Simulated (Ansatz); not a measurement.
GaN (zinc blende)

```xyz
2
Lattice="0.0000 2.2490 2.2490 2.2490 0.0000 2.2490 2.2490 2.2490 0.0000" Properties=species:S:1:pos:R:3 pbc="T T T"
N      3.3736     3.3736     3.3736
Ga     0.0000     0.0000     0.0000
```

The slice is a {111} plane (indices of the conventional cell) through the point (0.000, 0.000, 0.000) (fractional), spanned by u = [100] and v = [-1 2 0] in vectors of this cell: u (3.18 Å) and v (5.51 Å, at 90° to u). It covers one period; positions are fractions (u, v).

All values below come from PBEsol (plane waves to 420 eV, PAW, scalar-relativistic; Ansatz, a quantum-chemistry and plane-wave program). k mesh 13×13×13. Near the nuclei the fields are pseudised (PAW); where an atom keeps semicore shells as valence, they peak there. GaN was relaxed with its symmetry unable to fall.

Sketch the electrostatic potential energy of an electron, from the cell's mean on this plane as a map.


| v \ u | 0.00 | 0.12 | 0.25 | 0.38 | 0.50 | 0.62 | 0.75 | 0.88 |
|---|---|---|---|---|---|---|---|---|
| 0.86 | x | <-1.0 | 2.0 | x | x | x | 1.9 | <-1.0 |
| 0.71 | 6.8 | 6.9 | 6.3 | 4.0 | 2.4 | 4.0 | 6.3 | 6.9 |
| 0.57 | 6.9 | 4.5 | <-1.0 | x | x | x | <-1.0 | 4.5 |
| 0.43 | 3.9 | 3.5 | <-1.0 | x | x | x | <-1.0 | 3.5 |
| 0.29 | x | 2.7 | 5.9 | 4.5 | 3.2 | 4.5 | 5.9 | 2.7 |
| 0.14 | x | <-1.0 | 2.0 | 6.1 | 7.2 | 6.1 | 2.1 | <-1.0 |
| 0.00 | x | x | x | 3.8 | 6.6 | 3.8 | x | x |

Values: electrostatic potential energy of an electron, from the cell's mean, in eV. Points within 0.8 Å of a nucleus are blanked (x), as the pseudised field means little there. Values under -1 eV are set to -1. The zero, the cell's mean, hangs on the PAW cores.
